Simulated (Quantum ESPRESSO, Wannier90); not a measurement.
**Wannier functions of MoSe₂ (R3m)**

```xyz
3
Lattice="-1.6601 2.8753 0.0000 -3.3201 0.0000 0.0000 -1.6601 0.9584 6.8598" Properties=species:S:1:pos:R:3 pbc="T T T"
Mo     1.6601    -0.9584    -0.0019
Se    -1.6601     0.9584    -1.6569
Se    -1.6601     0.9584     1.6519
```

Cell from Materials Project (mp-7581), symmetrised, no further relaxation. Not found in the COD (Crystallography Open Database) copy used, which has the formula in other groups; not checked further. Level: PBEsol, no spin polarisation, no spin-orbit coupling; pw.x of Quantum ESPRESSO at 69 Ry with PseudoDojo potentials, 8×8×8 k-points, Wannier90. Density: 12×12×12 mesh, cold smearing 0.01 Ry. The cell is built of weakly bound layers, chains or molecules, whose nearest atoms lie 4.04 Å apart. Database cells relaxed without dispersion often hold them too far apart, which can enlarge gaps and weakens couplings between them; spacing and stacking were not compared with the measured crystal. Spin-orbit coupling, left out, would split the p-like bands by a few tenths of an eV.

Bands 15-16 form an isolated set from -14.55 to -12.38 eV relative to the valence-band maximum (on the path) and are turned into 2 Wannier functions by minimising the spread from the start: atomic waves Se 4s.

Centres (Cartesian, Å; one of the equivalent choices) and spreads:

```json
[
 {"n": "1", "x": "-1.660", "y": "0.958", "z": "-1.485", "spread (Å²)": "1.296", "nearest atom": "Se2"},
 {"n": "2", "x": "-1.660", "y": "0.958", "z": "1.480", "spread (Å²)": "1.298", "nearest atom": "Se3"}
]
```

Ω_I = 2.59 Å², Ω_total = 2.59 Å²; the interpolated bands follow pw.x to 0.1 meV rms on the path. Only this start was tried; a symmetric start can stop on a saddle, and mixtures of these functions could lower the total by at most Ω_total − Ω_I.
